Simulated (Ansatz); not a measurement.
Question: Name crystals whose computed values (DFT-PBE in the program Ansatz with PAW potentials) fall in these windows: HSE06 gap (eV) 4.7 to 6.2; G_Hill (GPa) 65 to 81.

Answer: 

```
crystal         HSE06 gap (eV)  G_Hill (GPa)
--------------  --------------  ------------
CaO, rock salt            5.31          74.2
```
Others may fit too.

The cell was relaxed under the symmetry of its start.

Potentials: the later of the program's two PAW sets.
